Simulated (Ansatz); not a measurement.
## V2O3F: magnetovolume behaviour

The calculation used DFT PBEsol, scalar-relativistic, plane waves, PAW (Ansatz).

```yaml
crystal:
  lattice:
    - [2.98941, 0.00000, 0.00000]
    - [0.00000, 3.24945, 3.39790]
    - [0.00000, -3.24945, 3.39790]
  atoms:
    - { symbol: V, position: [0.00000, 0.98195, 0.98195] }
    - { symbol: V, position: [0.50000, 0.52091, 0.52091] }
    - { symbol: O, position: [0.50000, 0.79712, 0.79712] }
    - { symbol: O, position: [0.00000, 0.30482, 0.69735] }
    - { symbol: O, position: [0.00000, 0.69735, 0.30482] }
    - { symbol: F, position: [0.50000, 0.19785, 0.19785] }
```

```json
{
 "plane-wave cutoff": "420 eV",
 "Γ-centred k-mesh": "12×8×8",
 "occupation rule": "Gaussian smearing, 0.1 eV",
 "list of starting moments (μB, in atom order)": "2 2 0 0 0 0",
 "check for lower electronic states after the SCF": "off"
}
```

The cell is scaled evenly at fixed fractional positions, V₀ being the volume of the cell shown; start: ferromagnetic. The states are those that the runs reached from these starts; a lower one can exist. Energies are extrapolated to zero smearing.

Site moments are spin moments in atom-centred spheres that scale with the neighbour distance.

| V/V₀ | E above lowest (meV/atom) | P (GPa) | cell moment (μB) | site moments (μB) |
| --- | --- | --- | --- | --- |
| 0.800 | 159.2 | 43.4 | 3.00 | V +1.19, V +0.93 |
| 0.860 | ? | ? | ? | ? |
| 0.920 | 0.0 | 0.3 | 3.00 | V +1.29, V +1.01, O -0.07 |
| 0.960 | 11.9 | -8.5 | 3.00 | V +1.31, V +1.04, O -0.08 |
| 1.000 | 45.3 | -15.5 | 3.00 | V +1.34, V +1.06, O -0.09 |
| 1.040 | 95.8 | -21.0 | 3.00 | V +1.37, V +1.09, O -0.10 |
| 1.100 | ? | ? | ? | ? |
| 1.180 | 359.5 | -32.1 | 3.00 | V +1.47, V +1.19, O -0.14 (×3) |

Problem. Fill in the withheld rows.

Solution. The withheld rows:

| V/V₀ | E above lowest (meV/atom) | P (GPa) | cell moment (μB) | site moments (μB) |
| --- | --- | --- | --- | --- |
| 0.860 | 35.6 | 18.1 | 3.00 | V +1.24, V +0.97, O -0.05 |
| 1.100 | 195.6 | -27.0 | 3.00 | V +1.42, V +1.13, O -0.12 |

Cost: 8 runs of about 6.5 core-minutes in all, on AMD EPYC 9R45 (Zen 5) (shared hosts).